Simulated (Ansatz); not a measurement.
**Structures of ReC3: which is lowest?**

Plane-wave DFT in Ansatz with scalar-relativistic PAW potentials, cutoff 420 eV, Γ-centred meshes chosen by cell and gap, Gaussian smearing with energies taken to zero width. Every cell was relaxed (cell and atoms) in a run of its own, within the symmetry of its start. Functional: PBE.

Relaxed structures (starts from databases or built by putting these elements on another compound's sites):
A. P6_3mc, 8 atoms in the computed cell, a = 4.151 Å, c = 5.200 Å; sites (symmetry × multiplicity) Re 3m. × 2, C .m. × 6; start: built
B. P6_3/mmc, 8 atoms in the computed cell, a = 4.406 Å, c = 4.311 Å; sites (symmetry × multiplicity) Re -6m2 × 2, C mm2 × 6; start: built

Task: Rank them by energy. Could pressure change the order?

Result:
```tsv
structure	group	E − E(lowest) (meV/atom)	V (Å³/atom)	gap on mesh (eV)
A	P6_3mc	0.0	9.70	0.00
B	P6_3/mmc	352	9.06	0.00
```

A is lowest, 352 meV/atom under B. B is denser by 0.64 Å³/atom, so pressure favours it: ΔE/ΔV, with ΔE in eV and 1 eV/Å³ = 160.2 GPa, gives about 88 GPa for equal enthalpy if both cells were rigid; at such pressures compression changes ΔV much, so this is a scale only. Other structures may lie lower than all of these, and vibrations aren't counted.

Spin-orbit coupling is left out, which matters for the bands of heavy elements.